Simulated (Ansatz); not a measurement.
TiO2 (anatase)

```
CELL_PARAMETERS angstrom
     -1.88893     1.88893     4.79189
      1.88893    -1.88893     4.79189
      1.88893     1.88893    -4.79189
ATOMIC_POSITIONS crystal
  Ti 0.50000 0.50000 0.00000
  Ti 0.25000 0.75000 0.50000
  O  0.29273 0.29273 0.00000
  O  0.04273 0.54273 0.50000
  O  0.45727 0.95727 0.50000
  O  0.70727 0.70727 0.00000
```

Two coordinates are scanned: the volume, and the ratio of the stretch along z (the conventional c axis) to the stretch across it. Atoms keep their fractional coordinates.

The numbers are results of r2SCAN (plane waves to 500 eV, PAW, scalar-relativistic; Ansatz, a first-principles code), not measurements. k mesh 12×12×12 (Γ-centred), Fermi-Dirac smearing 0.05 eV. Energies are smeared free energies. As the atoms are clamped, bonds stretch with the cell, which overstates energies and stresses. TiO2 is run without spin polarisation. TiO2 was relaxed with its symmetry unable to fall. The zero of ΔE is the relaxed starting cell.

```
ΔE (meV/atom)         V/V₀ = 0.960  V/V₀ = 0.973  V/V₀ = 0.987  V/V₀ = 1.000  V/V₀ = 1.013  V/V₀ = 1.027  V/V₀ = 1.040
--------------------  ------------  ------------  ------------  ------------  ------------  ------------  ------------
(c/a)/(c/a)₀ = 0.920          70.6           [?]          51.4          46.7          45.0          46.1          49.9
(c/a)/(c/a)₀ = 0.947          37.8          28.3          22.2          19.2          19.2          21.9          27.2
(c/a)/(c/a)₀ = 0.973          19.8          11.4           6.4           4.5           [?]           9.1          15.3
(c/a)/(c/a)₀ = 1.000          13.9           6.0           1.5           0.0           1.4           [?]          12.1
(c/a)/(c/a)₀ = 1.027          18.0          10.1           [?]           3.9           [?]           9.3          15.9
(c/a)/(c/a)₀ = 1.053          30.4          22.0          16.8          14.8          15.7          19.3          25.4
(c/a)/(c/a)₀ = 1.080          49.8          40.4          34.4          31.5          31.5          34.3          39.6
```

Complete the blanks.


- (c/a)/(c/a)₀ = 0.920, V/V₀ = 0.973: 59.3
- (c/a)/(c/a)₀ = 0.973, V/V₀ = 1.013: 5.4
- (c/a)/(c/a)₀ = 1.000, V/V₀ = 1.027: 5.5
- (c/a)/(c/a)₀ = 1.027, V/V₀ = 0.987: 5.5
- (c/a)/(c/a)₀ = 1.027, V/V₀ = 1.013: 5.3

(Under strain, the slope of the energy per volume gives the stress and its curvature an elastic modulus.)
